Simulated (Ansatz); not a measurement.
## What strain does to NaGeF3 (cubic perovskite)

NaGeF3 (cubic perovskite), relaxed with r2SCAN in Ansatz 0.2.0. The symmetry is Pm-3m (No. 221, cubic); conventional cell a = 4.348 Å, 16.44 Å³ an atom. Around Na lie 12 F at 3.07 Å; around Ge lie 6 F at 2.17 Å; around F lie 2 Ge at 2.17 Å and 4 Na at 3.07 Å.

The axes x, y and z are those of this cell:
```yaml
crystal:
  lattice:
    - [4.34764, 0.00000, 0.00000]
    - [0.00000, 4.34764, 0.00000]
    - [0.00000, 0.00000, 4.34764]
  atoms:
    - { symbol: Na, position: [0.00000, 0.00000, 0.00000] }
    - { symbol: Ge, position: [0.50000, 0.50000, 0.50000] }
    - { symbol: F, position: [0.50000, 0.50000, 0.00000] }
    - { symbol: F, position: [0.50000, 0.00000, 0.50000] }
    - { symbol: F, position: [0.00000, 0.50000, 0.50000] }
```

Unstrained: With PBE the valence top lies at R and the conduction bottom at Γ, 1.310 eV higher; the smallest vertical gap, at R, is 1.915 eV. With r2SCAN the valence top lies at R and the conduction bottom at Γ, 1.675 eV higher; the smallest vertical gap, at R, is 2.165 eV. With HSE06 the valence top lies at R and the conduction bottom at Γ, 2.173 eV higher; the smallest vertical gap, at R, is 2.816 eV. Meshes: PBE 6×6×6, r2SCAN 6×6×6, HSE06 4×4×4. Strains are changes of length per length. After each strain the atoms were relaxed again with r2SCAN within the symmetry that the strain leaves, so tilts or polar shifts that break it weren't tested; points keep the names that they have in the unstrained zone. These are computed values for a spin-unpolarised cell that may be hypothetical; none is a measurement.

Changes of the least gap in eV (an overlap counts as a negative gap):
```tsv
strain	volume change (%)	space group	PBE	r2SCAN	HSE06	energy rise, r2SCAN (meV/atom)
epitaxial +2.0 % in the xy plane, free normal strain -1.05 %	+3.0	P4/mmm	+0.201	+0.224	+0.223	4.5
uniaxial -4.0 % along x	-4.0	P4/mmm	-0.322	-0.352	-0.353	10.4
isotropic -5.0 % on every length	-14.3	Pm-3m	-1.239	-1.358	-1.362	78.8
isotropic +5.0 % on every length	+15.8	Pm-3m	+0.973	+0.995	+1.083	54.9
```

Epitaxial +2.0 % in the xy plane, free normal strain -1.05 %. HSE06: the gap goes from 2.173 to 2.396 eV (+0.223 eV). Stress change with r2SCAN, compression positive: xx -2.20, yy -2.20, zz -0.04 GPa.

Uniaxial -4.0 % along x, other directions held. HSE06: the gap goes from 2.173 to 1.820 eV (-0.353 eV). Stress change with r2SCAN, compression positive: xx +5.31, yy +1.38, zz +1.38 GPa.

Isotropic -5.0 % on every length. HSE06: the gap goes from 2.173 to 0.811 eV (-1.362 eV). Stress change with r2SCAN, compression positive: xx +12.25, yy +12.25, zz +12.25 GPa. For HSE06, dE_g/d ln V = 8.8 eV over this step.

Isotropic +5.0 % on every length. HSE06: the gap goes from 2.173 to 3.256 eV (+1.083 eV). Stress change with r2SCAN, compression positive: xx -6.04, yy -6.04, zz -6.04 GPa. For HSE06, dE_g/d ln V = 7.4 eV over this step.

Spin-orbit coupling is left out.

The meshes of the hybrids are coarse, so their gaps aren't converged to the digits shown.
